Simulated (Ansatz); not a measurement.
A geometry of LiNbO$_{3}$ away from equilibrium: step 2 of the relaxation of a generated trial cell of LiNbO3 in the GdFeO3 structure type. All values below come from PBEsol (plane waves to 420 eV, PAW, scalar-relativistic; Ansatz, an electronic-structure program). Γ-centred k-mesh 4×3×4 on the run's cell (coarser than for final values), Fermi–Dirac smearing 0.05 eV.

```xyz
20
Lattice="5.4677 0.0000 0.0000 0.0000 7.6768 0.0000 0.0000 0.0000 5.3463" Properties=species:S:1:pos:R:3:forces:R:3 pbc="T T T" free_energy=-25544.393 pressure_GPa=-1.9
Li     2.5455     1.9192     5.2458    0.1308    0.0000    0.1062
Li     5.2793     1.9192     2.7736    0.1308    0.0000   -0.1062
Li     2.9222     5.7576     0.1005   -0.1308    0.0000   -0.1062
Li     0.1884     5.7576     2.5727   -0.1308    0.0000    0.1062
Nb     0.0000     0.0000     0.0000    0.0000    0.0000    0.0000
Nb     2.7339     3.8384     2.6731    0.0000    0.0000    0.0000
Nb     0.0000     3.8384     0.0000    0.0000    0.0000    0.0000
Nb     2.7339     0.0000     2.6731    0.0000    0.0000    0.0000
O      0.1135     1.9192     0.4436    0.1368    0.0000    0.3130
O      2.8473     1.9192     2.2296    0.1368    0.0000   -0.3130
O      5.3542     5.7576     4.9027   -0.1368    0.0000   -0.3130
O      2.6204     5.7576     3.1167   -0.1368    0.0000    0.3130
O      1.6285     4.1643     1.0741    0.1386    0.3464   -0.2011
O      4.3623     7.3510     1.5990    0.1386   -0.3464    0.2011
O      3.8393     0.3259     4.2722   -0.1386    0.3464    0.2011
O      1.1054     3.5126     3.7472   -0.1386   -0.3464   -0.2011
O      3.8393     3.5126     4.2722   -0.1386   -0.3464    0.2011
O      1.1054     0.3259     3.7472   -0.1386    0.3464   -0.2011
O      1.6285     7.3510     1.0741    0.1386   -0.3464   -0.2011
O      4.3623     4.1643     1.5990    0.1386    0.3464    0.2011
```

Positions in Å, forces in eV/Å, free energy of the cell in eV (comparable only within this code, potentials and settings). Largest force: 0.42 eV/Å, on O13, O14, O15, O16, O17, O18, O19, O20 (atoms numbered as listed); the geometry lies 0.04 eV/atom above the end of its relaxation.

No spin polarisation in the result.

The run could not lose the symmetry of its start, so the end can be a saddle point.

The end of the path is a generated cell of LiNbO3: the first start was made by placing the elements on the sites of a structure type, and the end was not matched to a known phase here, so it may be hypothetical. Known forms of LiNbO3 include space group No. 161.
